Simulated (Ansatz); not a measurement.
Start of a relaxation of Ba2PdPtC6N6:

Space group Fm-3m (No. 225). a = 10.231 Å, b = 10.231 Å, c = 10.231 Å, α = 90.00°, β = 90.00°, γ = 90.00°
| atom | site | symmetry | x | y | z |
| --- | --- | --- | --- | --- | --- |
| Ba | 8c | -43m | 0.2500 | 0.7500 | 0.7500 |
| Pd | 4a | m-3m | 0.0000 | 0.0000 | 0.0000 |
| Pt | 4b | m-3m | 0.5000 | 0.0000 | 0.0000 |
| C | 24e | 4m.m | 0.1894 | 0.0000 | 0.0000 |
| N | 24e | 4m.m | 0.3038 | 0.0000 | 0.0000 |

Level of theory: Ansatz 0.2.0, DFT PBE, scalar-relativistic, plane waves, PAW. Cutoff 420 eV, Gaussian smearing, Γ-centred meshes. Cell and atoms relax first on a coarse mesh and then on a finer one. In between, the cell is made exact in the group found at 0.06 Å. In metals the finer mesh still leaves noise of several meV/atom or more. The steps can't lower the symmetry of their start. Collinear spin is switched on along the way, since trial moments persisted in a coarse test.

A guess keeps its type if space group and coordination stay and the shape of the cell changes little (axis ratios within about 15 %, angles within 6°); the volume may change.

Question: Does this structure survive the relaxation?

Answer: It keeps its type. The symmetry stays Fm-3m (No. 225). The volume per atom grows by 30.9 %, from 16.7 to 21.9 Å³. The shortest distance goes from 1.17 Å (C–N) to 1.18 Å (C–N). Counting neighbours within 15 % of an atom's shortest distance, the start has Ba 24, C 1, N 1, Pd 6, Pt 6 and the end Ba 24, C 1, N 1, Pd 6, Pt 6.

The zero of energy is the elements' standard structures at the same level (N₂ as a molecule); no fitted shifts are applied.

Question: At what energy does it end?

Answer: +0.55 eV/atom. A positive value: parting into the elements would lower its energy.

The last run used collinear spin, a 6×6×6 mesh for its 16-atom cell and Gaussian smearing of 0.10 eV. These runs have no spin–orbit coupling, which can matter for Pt. The reference form of C is held partly by dispersion forces, which this level lacks. Another magnetic order may lie lower. Symmetry constrained the relaxation, so the result can be a saddle point.
